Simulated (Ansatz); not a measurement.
HfC:
```
HfC
1.0
    0.00000     2.32049     2.32049
    2.32049     0.00000     2.32049
    2.32049     2.32049     0.00000
Hf C
1 1
Direct
  0.00000   0.00000   0.00000
  0.50000   0.50000   0.50000
```

Relaxed with r²SCAN. Special points in fractions of this cell's reciprocal vectors: Γ (0.000, 0.000, 0.000); X (0.500, 0.000, 0.500); U (0.625, 0.250, 0.625); K (0.375, 0.375, 0.750); L (0.500, 0.500, 0.500); W (0.500, 0.250, 0.750).

Q: List the band energies nearest the Fermi level at these points for r²SCAN with spin–orbit coupling in the plane-wave PAW code Ansatz.

A: In eV from the Fermi level; about four levels below and three above (degenerate sets whole), none deeper than 8.9 eV; points with the same levels are listed once.

```json
[
 {"k": "Γ", "below": "–", "above": "0.78 0.78 0.96 0.96 0.96 0.96"},
 {"k": "X", "below": "-0.44 -0.44 -0.09 -0.09", "above": "5.33 5.33 6.73 6.73"},
 {"k": "U", "below": "-3.06 -3.06 -1.91 -1.91", "above": "1.66 1.66 5.93 5.93"},
 {"k": "L", "below": "-3.40 -3.40 -3.31 -3.31", "above": "5.46 5.46 5.47 5.47"},
 {"k": "W", "below": "-3.30 -3.30 -3.30 -3.30 -2.75 -2.75", "above": "3.77 3.77 3.85 3.85"}
]
```

Space group Fm-3m (rock salt). The r²SCAN relaxation kept the symmetry of its start. No spin polarisation was allowed.

Potentials: the earlier of the program's two PAW sets. The files were generated under PBE; for other functionals the program regenerates the frozen cores, and for LDA and PBEsol the local potential too.
